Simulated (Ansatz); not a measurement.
ScF₃:
```
ScF3
1.0
    2.81179     1.62339     4.65566
   -2.81179     1.62339     4.65566
    0.00000    -3.24678     4.65566
Sc F
2 6
Direct
  0.50000   0.50000   0.50000
  0.00000   0.00000   0.00000
  0.70182   0.25000   0.79818
  0.29818   0.75000   0.20182
  0.79818   0.70182   0.25000
  0.20182   0.29818   0.75000
  0.25000   0.79818   0.70182
  0.75000   0.20182   0.29818
```

Relaxed with r²SCAN. DFT-r²SCAN in the program Ansatz with PAW potentials gives a gap of 7.07 eV.

### Question
What gap does HSE06 give on the same cell (Ansatz, PAW)?

### Answer
8.90 eV, 1.82 eV more. The hybrid was solved on a coarser mesh and at special points; its gap is the smallest among all of these.

```json
[
 {"k": "Γ", "v1 r²SCAN": "0.00", "c1 r²SCAN": "7.07", "v1 HSE06": "0.00", "c1 HSE06": "8.90"},
 {"k": "T", "v1 r²SCAN": "-0.29", "c1 r²SCAN": "7.81", "v1 HSE06": "___", "c1 HSE06": "___"},
 {"k": "L", "v1 r²SCAN": "-0.25", "c1 r²SCAN": "7.80", "v1 HSE06": "___", "c1 HSE06": "___"},
 {"k": "F", "v1 r²SCAN": "-0.01", "c1 r²SCAN": "7.10", "v1 HSE06": "-0.01", "c1 HSE06": "8.93"},
 {"k": "S0", "v1 r²SCAN": "-0.10", "c1 r²SCAN": "7.33", "v1 HSE06": "___", "c1 HSE06": "___"},
 {"k": "H0", "v1 r²SCAN": "-0.22", "c1 r²SCAN": "7.48", "v1 HSE06": "___", "c1 HSE06": "___"}
]
```

### Question
Top valence (v1) and lowest conduction level (c1) in eV from each method's valence maximum (which need not be a listed point): supply the withheld HSE06 values.

### Answer

- L, v1 HSE06: -0.26
- L, c1 HSE06: 9.68
- H0, v1 HSE06: -0.23
- H0, c1 HSE06: 9.34
- T, v1 HSE06: -0.31
- T, c1 HSE06: 9.68
- S0, v1 HSE06: -0.11
- S0, c1 HSE06: 9.17

Cost on shared cores: the r²SCAN run (SCF on a 6×6×6 mesh, then bands and DOS) about 80 core-seconds (a rough figure), the HSE06 run (SCF on 4×4×4, then a few points) about 4 core-minutes (a rough figure); the tasks are unlike.

Space group R-3c. The first step of the workflow began from a Materials Project structure, measured or hypothetical; the Crystallography Open Database copy checked does not list it. COD files the formula under space group No. 155, 191, 194, 221, so this cell is another polymorph or a model. Its standing as an ambient phase is unchecked. Symmetry was held in the r²SCAN relaxation; phonons on a q-mesh show no instability. The run is not spin-polarised.

Potentials: the later of the program's two PAW sets.
